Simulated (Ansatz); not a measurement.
BN:
```
BN
1.0
    2.56008     0.00000     0.00000
   -1.28004     2.21710     0.00000
    0.00000     0.00000    12.59485
B N
6 6
Direct
  0.00000   0.00000   0.00006
  0.00000   0.00000   0.50006
  0.66667   0.33333   0.83268
  0.33333   0.66667   0.33268
  0.66667   0.33333   0.16656
  0.33333   0.66667   0.66656
  0.00000   0.00000   0.87440
  0.00000   0.00000   0.37440
  0.66667   0.33333   0.70808
  0.33333   0.66667   0.20808
  0.66667   0.33333   0.04191
  0.33333   0.66667   0.54191
```

Relaxed with PBE. Special points in fractions of this cell's reciprocal vectors: Γ (0.000, 0.000, 0.000); M (0.500, 0.000, 0.000); K (0.333, 0.333, 0.000); A (0.000, 0.000, 0.500); L (0.500, 0.000, 0.500); H (0.333, 0.333, 0.500).

### Question
List the band energies nearest the valence-band maximum at these points for PBE in the plane-wave PAW code Ansatz.

### Answer
In eV from the valence-band maximum; about four levels below and three above (degenerate sets whole), none deeper than 8.9 eV; points with the same levels are listed once.

| k | below | above |
|---|---|---|
| Γ | -0.57 -0.57 -0.09 0.00 0.00 | 8.63 8.63 8.74 |
| M | -2.92 -2.88 -2.54 -1.98 | 5.19 5.55 6.95 |
| K | -4.47 -3.50 -3.34 -3.34 | 7.13 7.13 7.71 |
| A | -0.18 -0.18 -0.18 -0.18 | 8.86 8.86 8.86 8.86 |
| L | -2.69 -2.69 -2.25 -2.25 | 5.33 5.33 7.20 7.20 |
| H | -3.91 -3.91 -3.50 -3.50 | 7.27 7.27 8.37 8.37 |

Space group P6_3mc. A made-up cell: these elements were put on the sites of a structure type. Its sites differ from those of the usual phase in this space group: another stacking or structure type. The PBE relaxation kept the symmetry of its start; whether a distortion lowers the energy is not shown.

Potentials: the later of the program's two PAW sets.
